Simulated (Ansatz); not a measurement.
# Is this MgMoH₄ structure stable?

The cell was found from a structure generator's guess, not taken from experiment.

Computed with Ansatz, DFT PBE, scalar-relativistic, plane waves, PAW. The final run on the 6-atom cell used 420 eV, a Γ-centred 12×12×8 mesh, 0.10 eV smearing and collinear spin.

```yaml
crystal:
  lattice:
    - [3.17953, 0.00000, 0.00000]
    - [0.00000, 3.17953, 0.00000]
    - [0.00000, 0.00000, 4.54441]
  atoms:
    - { symbol: Mg, position: [0.50000, 0.50000, 0.50000] }
    - { symbol: H, position: [0.50000, 0.00000, 0.22504] }
    - { symbol: H, position: [0.00000, 0.50000, 0.77496] }
    - { symbol: H, position: [0.50000, 0.00000, 0.77496] }
    - { symbol: H, position: [0.00000, 0.50000, 0.22504] }
    - { symbol: Mo, position: [0.00000, 0.00000, 0.00000] }
```

Energies over the elements count from the elements' standard structures at the same level (H₂ as a molecule), with no fitted energy shifts.

Problem. These tests were run: energy against the elements; phonons at Γ; elastic tensor. What do they show?

Solution.

```json
{"test": "energy against the elements", "result": "−0.03 eV/atom"}
{"test": "phonons at Γ", "result": "lowest optical mode 153 cm⁻¹"}
{"test": "elastic tensor", "result": "least eigenvalue 32 GPa"}
```

It fails none of these tests. Whether a mixture of other phases lies lower isn't tested here. Phonons away from Γ weren't computed.

For metals, differences of a few meV/atom aren't resolved. With hydrogen, zero-point motion can shift formation energies by some tens of meV/atom. The run for the phonons used a 12×12×8 k mesh and Fermi–Dirac smearing of 0.15 eV. The run for the elastic tensor used a 12×12×8 k mesh and Fermi–Dirac smearing of 0.15 eV.
